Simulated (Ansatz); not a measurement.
# One atom moved over a plane in Na

These are results of Ansatz, DFT PBEsol, scalar-relativistic, plane waves, PAW, not measurements. Cutoff 420 eV, Γ-centred 12×12×8 k-points, Gaussian smearing of 0.15 eV. No spin polarisation. Energies are free energies at this smearing, counted from the undisturbed cell; pressure is positive in compression.

The undisturbed cell (as given, not relaxed at this level; it stands at -0.3 GPa; this form isn't the usual structure):

```
Na
1.0
     3.76700    0.00000    0.00000
    -1.88350    3.26232    0.00000
     0.00000    0.00000    6.15400
Na
2
Direct
  0.33333 0.66667 0.25000
  0.66667 0.33333 0.75000
```

Atom 1 (Na) is moved by p along (0.000, 1.000, 0.000) and q along (0.000, 0.000, 1.000) (Å), all else fixed. Points are written (p, q).

p was sampled at -0.450, -0.225, 0.000, 0.225, 0.450 and q at -0.450, -0.225, 0.000, 0.225, 0.450.

Task: Where on the computed points is the energy highest, and how high?

Result: At (0.450, -0.450), (0.450, 0.450): 0.09 eV/cell.

Task: Away from (0, 0), which computed point is lowest?

Result: (-0.225, 0.000): 0.00 eV/cell.

The map, in eV/cell:

```
 p \ q  -0.450  -0.225  0.000  0.225  0.450
-0.450    0.08    0.03   0.01   0.03   0.08
-0.225    0.07    0.02   0.00   0.02   0.07
 0.000    0.07    0.02   0.00   0.02   0.07
 0.225    0.07    0.02   0.00   0.02   0.07
 0.450    0.09    0.03   0.02   0.03   0.09
```